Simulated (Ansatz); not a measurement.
Rb (simple cubic): energy against volume

Level of theory: Ansatz 0.2.0, DFT, r2SCAN, plane waves (500 eV) with PAW, scalar-relativistic. The PAW files were generated under PBE, with cores re-solved for the functional.

The cell is scaled uniformly from the relaxed one, with fractional coordinates and shape fixed. Energies are extrapolated to zero smearing, pressures are those at the given smearing. Magnetic state: spin not included.

A Birch-Murnaghan fit gives V₀ = 98.21 Å³/atom, B₀ = 2.2 GPa, B₀′ = 3.8.

(1) What are the energy above the minimum and the pressure at 90.830 Å³/atom?

(2) What are the energy above the minimum and the pressure at 102.678 Å³/atom?

(3) What are the energy above the minimum and the pressure at 110.576 Å³/atom?

Answers

(1) 4.3 meV/atom and 0.20 GPa as computed.

(2) 1.3 meV/atom and -0.08 GPa as computed.

(3) 8.7 meV/atom and -0.20 GPa as computed.
